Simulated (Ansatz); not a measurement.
This run works on a generated trial structure, not on a known crystal.

Input and command of a plane-wave DFT calculation in Ansatz:

```yaml
crystal:
  lattice:
    - [2.6088042722, 0.0, 0.0]
    - [0.0, 2.6088042722, 0.0]
    - [0.0, 0.0, 9.9603824895]
  atoms:
    - { symbol: Al, position: [0.0, 0.0, 0.0] }
    - { symbol: Ni, position: [0.5, 0.5, 0.1659679431] }
    - { symbol: Ni, position: [0.5, 0.5, 0.8340320569] }
    - { symbol: Ni, position: [0.0, 0.0, 0.3363509962], spin: 0.67 }
    - { symbol: Ni, position: [0.5, 0.5, 0.5], spin: 0.77 }
    - { symbol: Ni, position: [0.0, 0.0, 0.6636490038], spin: 0.67 }
basis:
  ecutwfc: 420
kpoints:
  mp_grid: { grid: [14, 14, 4] }
hamiltonian:
  xc: pbe
scf:
  occupations: { method: gaussian, width: 0.2 }
output:
  forces: true
  stress: true
  eigenvalues: true
  populations: true
magnetization:
  spin_polarized: true
relax:
  adjacent_minimum: "off"
  f_tol: 0.001
  max_steps: 60
  cell: { stress_tol: 0.01 }
```

```bash
ansatz run input.yaml --threads 1 --pin off --max-ram 2560MiB --backend cpu --events-out ev --progress --plain --runs-dir out
```

Processor: AMD EPYC 7R43 64-Core Processor (Zen 3), 1 thread, on a host shared with other jobs.

**Question.** How long does it run, and how much memory does it take?

**Answer.** About 8.3 min, peak memory 0.9 GiB. It solves 58 bands at 108 k points (after reduction by symmetry) with about 1341 plane waves (on the last cell), in 76 SCF iterations over 6 ionic steps.
